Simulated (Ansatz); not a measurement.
Consider the following.

SbPd:
```
CELL_PARAMETERS angstrom
      4.05641     0.00000     0.00000
     -2.02821     3.51295     0.00000
      0.00000     0.00000     5.52440
ATOMIC_POSITIONS crystal
  Sb 0.33333 0.66667 0.25000
  Sb 0.66667 0.33333 0.75000
  Pd 0.00000 0.00000 0.00000
  Pd 0.00000 0.00000 0.50000
```

This is the LDA-relaxed structure.

Task: All from LDA in the plane-wave PAW code Ansatz, unless another level is named. Estimate the Young's modulus.

Result: 97.1 GPa.

Task: Give the highest zone-centre frequency.

Result: 26.3 meV.

Space group P6_3/mmc (NiAs type). The first step of the workflow began from a Materials Project structure, measured or hypothetical; the Crystallography Open Database files this formula in space group No. 194, but the cells were not matched. Its standing as an ambient phase is unchecked. The cell was relaxed with LDA under the symmetry of its start; whether a distortion lowers the energy is not shown. The run is not spin-polarised. Spin–orbit coupling is left out wherever it is not named.

Potentials: the later of the program's two PAW sets.
